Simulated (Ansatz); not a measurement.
LiF:
```cif
data_FLi
_chemical_formula_sum 'Li1 F1'
_space_group_name_H-M_alt 'P 1'
_space_group_IT_number 1
_cell_length_a 2.83394
_cell_length_b 2.83394
_cell_length_c 2.83394
_cell_angle_alpha 60.000
_cell_angle_beta 60.000
_cell_angle_gamma 60.000
loop_
_space_group_symop_operation_xyz
  'x, y, z'
loop_
_atom_site_label
_atom_site_type_symbol
_atom_site_fract_x
_atom_site_fract_y
_atom_site_fract_z
_atom_site_occupancy
Li1 Li 0.00000 0.00000 0.00000 1
F1 F 0.50000 0.50000 0.50000 1
```

Relaxed with PBEsol. PBEsol in the plane-wave PAW code Ansatz gives a gap of 9.05 eV.

Question: What gap does HSE06 give on the same cell (Ansatz, PAW)?

Answer: 11.54 eV, 2.49 eV more. The hybrid was solved on a coarser mesh and at special points; its gap is the smallest among all of these.

```csv
k,v1 PBEsol,c1 PBEsol,v1 HSE06,c1 HSE06
Γ,0.00,9.05,0.00,11.54
X,-1.04,14.78,___,___
L,-0.24,10.67,___,___
W,-0.82,14.98,___,___
K,-0.76,14.39,___,___
```

Question: Top valence (v1) and lowest conduction level (c1) in eV from each method's valence maximum (which need not be a listed point): supply the withheld HSE06 values.

Answer: 
- X, v1 HSE06: -1.08
- X, c1 HSE06: 17.57
- W, v1 HSE06: -0.87
- W, c1 HSE06: 17.71
- L, v1 HSE06: -0.25
- L, c1 HSE06: 13.22
- K, v1 HSE06: -0.79
- K, c1 HSE06: 17.04

Cost on shared cores: the PBEsol run (SCF on a 12×12×12 mesh, then bands and DOS) about 6 core-seconds (a rough figure), the HSE06 run (SCF on 9×9×9, then a few points) roughly 70 core-seconds; the tasks are unlike.

Space group Fm-3m (rock salt). The cell was relaxed with PBEsol under the symmetry of its start.

Potentials: the later of the program's two PAW sets.
